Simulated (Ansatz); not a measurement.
GaAs (zinc blende)

```
GaAs
1.0
    0.00000     2.87304     2.87304
    2.87304     0.00000     2.87304
    2.87304     2.87304     0.00000
As Ga
1 1
Direct
  0.75000   0.75000   0.75000
  0.00000   0.00000   0.00000
```

The numbers are results of PBE (plane waves to 420 eV, PAW, scalar-relativistic; Ansatz, a program for electronic structure), not measurements. Harmonic phonons by density-functional perturbation theory on a 10×10×10 k mesh, in cm⁻¹; i marks imaginary ones, q is in fractions of the reciprocal vectors of the cell shown, and the three acoustic modes at Γ are left out. The non-analytic (LO-TO) term is not included, so polar modes at Γ have their transverse values. GaAs was relaxed with its symmetry unable to fall. The PAW data are Ansatz's earlier set.

**Question.** Does any mode at Γ, L = (0.5, 0.0, 0.0), X = (0.5, 0.5, 0.0) come out imaginary?

**Answer.** No imaginary mode at these points (lowest 60 cm⁻¹ at L = (0.5, 0.0, 0.0)); other wave vectors were not tested.

**Question.** List the wavenumbers at Γ, L = (0.5, 0.0, 0.0), X = (0.5, 0.5, 0.0), with degeneracies.

**Answer.** 
| q | wavenumbers (cm⁻¹) |
|---|---|
| Γ | 251 (×3) |
| L = (0.5, 0.0, 0.0) | 60 (×2), 197, 220, 243 (×2) |
| X = (0.5, 0.5, 0.0) | 75 (×2), 207, 224, 234 (×2) |
